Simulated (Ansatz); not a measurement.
**ScPd₃ (Pm-3m): electronic heat capacity and spin susceptibility from the density of states**

Theory: DFT r2SCAN, scalar-relativistic, plane waves, PAW (Ansatz 0.2.0).

Cutoff 500 eV; k points 10×10×10 on the computed 4-atom cell (Γ-centred); Gaussian smearing, width 0.10 eV; no spin polarisation.

Relaxed cell: Pm-3m, a = 3.974 Å, b = 3.974 Å, c = 3.974 Å, α = 90.00°, β = 90.00°, γ = 90.00°, 4 atoms in the primitive cell. Whether it is the stable form of this composition wasn't checked.

The density of states at the Fermi level is 2.716 states/eV in the cell of 4 atoms (1 formula unit; both spins, tetrahedra on a 15×15×15 mesh). Averaged over bins of 0.1 eV the density runs from 1.1 to 3.8 states/eV within 0.2 eV of the Fermi level, so the figure hangs on the exact place of that level.

Q: What Sommerfeld coefficient and Pauli susceptibility does this give?

A: Per formula unit N(E_F) = 2.716 states/eV. γ = (π²/3) k_B² N(E_F) N_A = 2.357 mJ/(mol K²) per state/eV, so γ = 6.4 mJ/(mol K²), a mole of formula units. χ_P = μ_B² N(E_F) N_A = 3.23×10⁻⁵ emu/mol per state/eV gives 8.8×10⁻⁵ emu/mol. This is the bare band result: a measured γ of the same phase is as a rule larger by a factor 1 + λ from phonons and spin fluctuations, the spin part of χ is larger by the Stoner factor, and a measured χ also holds orbital and core terms. N(E_F) at one energy is sensitive to the mesh where the density of states has sharp peaks.

Cost: 1 run of about 1.1 core-minutes, on Arm Neoverse V1 (shared hosts).